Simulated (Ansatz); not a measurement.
MgZn2 in space group P6_3/mmc (No. 194; Mg on 4f, Zn on 2a, Zn on 6h), DFT-PBEsol in the program Ansatz with PAW potentials, all energies at zero smearing, with the estimated change up to a 700 eV cutoff added, with one set of potentials and settings (totals compare only within such a set). Cell of 12 atoms (4 Mg, 8 Zn): -33897.255 eV.

```csv
element,reference phase,E (eV/atom)
Mg,"P6_3/mmc, 2 atoms in the cell",-1912.0511
Zn,"P6_3/mmc, 2 atoms in the cell",-3280.9077
```

Formation energy per atom, worked out: (-33897.255 − 4×(-1912.0511) − 8×(-3280.9077))/12 = -0.149 eV/atom (-14 kJ per mol of atoms), at 0 K, without zero-point energy or fitted corrections.

The first step of the workflow began from a Materials Project structure, measured or hypothetical; the Crystallography Open Database copy checked does not list it. Whether it is the stable phase at ambient conditions was not checked. Symmetry was held in the PBEsol relaxation; of distortions, only those at the zone centre were tested. The references are the lowest solids computed at this level, not always the standard phases.

Potentials: the later of the program's two PAW sets.
